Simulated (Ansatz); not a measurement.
Data:

BaTiO3:
```cif
data_BaO3Ti
_chemical_formula_sum 'Ti1 Ba1 O3'
_space_group_name_H-M_alt 'P 1'
_space_group_IT_number 1
_cell_length_a 3.97187
_cell_length_b 3.97187
_cell_length_c 4.11405
_cell_angle_alpha 90.000
_cell_angle_beta 90.000
_cell_angle_gamma 90.000
loop_
_space_group_symop_operation_xyz
  'x, y, z'
loop_
_atom_site_label
_atom_site_type_symbol
_atom_site_fract_x
_atom_site_fract_y
_atom_site_fract_z
_atom_site_occupancy
Ti1 Ti 0.50000 0.50000 0.45242 1
Ba1 Ba 0.00000 0.00000 0.93434 1
O1 O 0.50000 0.50000 0.89508 1
O2 O 0.50000 0.00000 0.41208 1
O3 O 0.00000 0.50000 0.41208 1
```

This is the r²SCAN-relaxed structure.

Question: All from the program Ansatz at the r²SCAN level (PAW), unless another level is named. Estimate the band gap.

Answer: 2.23 eV (indirect).

Question: Give the HSE06 gap on the r²SCAN cell.

Answer: 3.31 eV.

Question: And the hole effective mass?

Answer: 0.84, 0.84, 23 mₑ (principal values).

Question: Predict the weight of the valence-edge state by species (Voronoi cells).

Answer: O 98 %.

Space group P4mm. The cell was relaxed with r²SCAN under the symmetry of its start. At this level the phase is dynamically unstable (imaginary phonons). The run is not spin-polarised. Scalar-relativistic: spin–orbit coupling is off unless named, which matters more the heavier the elements.

Potentials: the later of the program's two PAW sets.
